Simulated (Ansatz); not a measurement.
Input and command of a plane-wave DFT calculation in Ansatz:

```yaml
crystal:
  lattice:
    - [3.0031960536, 1.6682648304, 3.3607254084]
    - [-2.8798596617, 1.5703792368, 3.3049950798]
    - [-0.0231032148, -3.373932543, 3.3980038124]
  atoms:
    - { symbol: Zr, position: [0.0356077878, 0.916581639, 0.4963445463] }
    - { symbol: Zr, position: [0.5961711509, 0.1287955426, 0.8057126087] }
    - { symbol: Zr, position: [0.8787144617, 0.5472224904, 0.191333004] }
    - { symbol: S, position: [0.3525651592, 0.2506347706, 0.3463050407] }
    - { symbol: S, position: [0.6369414405, 0.6567655574, 0.6603048004] }
basis:
  ecutwfc: 420
kpoints:
  mp_grid: { grid: [12, 12, 12] }
hamiltonian:
  xc: pbesol
scf:
  occupations: { method: gaussian, width: 0.15 }
output:
  forces: true
  stress: true
  eigenvalues: true
```

```bash
ansatz run input.yaml --threads 2 --pin off --max-ram 5120MiB --backend cpu --events-out ev --progress --plain --runs-dir out
```

Processor: Intel(R) Xeon(R) 6975P-C (Granite Rapids), 2 threads, on a host shared with other jobs.

How long does it run, and how much memory does it take?

About 49 s on 2 threads of Intel(R) Xeon(R) 6975P-C (Granite Rapids) (shared host), peak memory 2 GiB. It solves 29 bands at 868 k points (the mesh reduced by symmetry) with about 1921 plane waves, in 8 SCF iterations.
